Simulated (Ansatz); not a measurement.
CoSbS:
```
CELL_PARAMETERS angstrom
      3.58248     0.00000     0.00000
      0.00000     4.78922     0.00000
      0.00000     0.00000     5.75314
ATOMIC_POSITIONS crystal
  Co 0.00000 0.28632 0.99900
  Co 0.50000 0.71368 0.49900
  Sb 0.00000 0.03457 0.37119
  Sb 0.50000 0.96543 0.87119
  S  0.00000 0.46117 0.63750
  S  0.50000 0.53883 0.13750
```

Relaxed with PBEsol. Special points in fractions of this cell's reciprocal vectors: Γ (0.000, 0.000, 0.000); X (0.500, 0.000, 0.000); S (0.500, 0.500, 0.000); Y (0.000, 0.500, 0.000); Z (0.000, 0.000, 0.500); U (0.500, 0.000, 0.500); R (0.500, 0.500, 0.500); T (0.000, 0.500, 0.500).

Task: List the band energies nearest the Fermi level at these points for plane-wave PAW PBEsol (Ansatz code).

Result: In eV from the Fermi level; about four levels below and three above (degenerate sets whole), none deeper than 8.9 eV; points with the same levels are listed once.

```tsv
k	below	above
Γ	-1.50 -1.40 -1.09 -0.08	0.28 1.96 3.42
X	-1.45 -1.45 -1.02 -1.02	0.84 0.84 1.17 1.17
S	-1.44 -1.44 -1.32 -1.32	0.32 0.32 2.28 2.28
Y	-1.67 -1.32 -0.79 -0.44	0.12 0.82 1.12
Z	-1.21 -1.21 -0.85 -0.85	1.20 1.20 2.47 2.47
U	-1.29 -1.29 -0.16 -0.16	1.57 1.57 3.29 3.29
R	-1.31 -1.31 -1.17 -1.17	1.28 1.28 2.21 2.21
T	-0.79 -0.79 -0.54 -0.54	0.73 0.73 2.16 2.16
```

Space group Pmn2_1. The workflow started from an entry of the Crystallography Open Database (COD), which files this formula under 2 space groups. Whether it is the stable phase at ambient conditions was not checked. The PBEsol relaxation kept the symmetry of its start; whether a distortion lowers the energy is not shown. The workflow began spin-polarised and lost its moments. Spin–orbit coupling is left out wherever it is not named.

Potentials: the later of the program's two PAW sets.
